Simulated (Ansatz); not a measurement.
# Profile along the Re–Re line in Re (hcp, Mg type)

Re (hcp, Mg type)

```cif
data_Re2
_chemical_formula_sum 'Re2'
_space_group_name_H-M_alt 'P 1'
_space_group_IT_number 1
_cell_length_a 2.75094
_cell_length_b 2.75094
_cell_length_c 4.44156
_cell_angle_alpha 90.000
_cell_angle_beta 90.000
_cell_angle_gamma 120.000
loop_
_space_group_symop_operation_xyz
  'x, y, z'
loop_
_atom_site_label
_atom_site_type_symbol
_atom_site_fract_x
_atom_site_fract_y
_atom_site_fract_z
_atom_site_occupancy
Re1 Re 0.33333 0.66667 0.75000 1
Re2 Re 0.66667 0.33333 0.25000 1
```

Fields along a shortest Re–Re line of a (-1 1 0 2) plane (2.75 Å), from Re to Re, interpolated on the slice's grid (step about 0.2 Å). These are PBEsol (plane waves to 420 eV, PAW, scalar-relativistic; Ansatz, a program for electronic structure) values and carry that method's errors. k mesh 19×19×11. Inside the PAW spheres the values are not all-electron values, and peaks at nuclei hang on which shells count as valence. Re is run without spin polarisation. Re was relaxed with its symmetry unable to fall. Spin-orbit coupling is left out, though Re is heavy. The PAW data are Ansatz's earlier set.

| distance from Re (Å) | valence electron density (e/Å³) | electron localisation function |
|---|---|---|
| 0.00 | 6.85 | x |
| 0.14 | 6.99 | x |
| 0.28 | 6.97 | x |
| 0.41 | 6.20 | x |
| 0.55 | 4.63 | 0.72 |
| 0.69 | 2.90 | 0.62 |
| 0.83 | 1.59 | 0.45 |
| 0.96 | 0.86 | 0.30 |
| 1.10 | 0.57 | 0.27 |
| 1.24 | 0.46 | 0.33 |
| 1.38 | 0.43 | 0.38 |
| 1.51 | 0.46 | 0.33 |
| 1.65 | 0.57 | 0.27 |
| 1.79 | 0.86 | 0.30 |
| 1.93 | 1.59 | 0.45 |
| 2.06 | 2.90 | 0.62 |
| 2.20 | 4.63 | 0.72 |
| 2.34 | 6.20 | x |
| 2.48 | 6.97 | x |
| 2.61 | 6.99 | x |
| 2.75 | 6.85 | x |

x: too close to a nucleus for the ELF to mean much.

Density on the Re–Re line (2.75 Å) at its midpoint: 0.43 e/Å³. ELF at that point: 0.38.
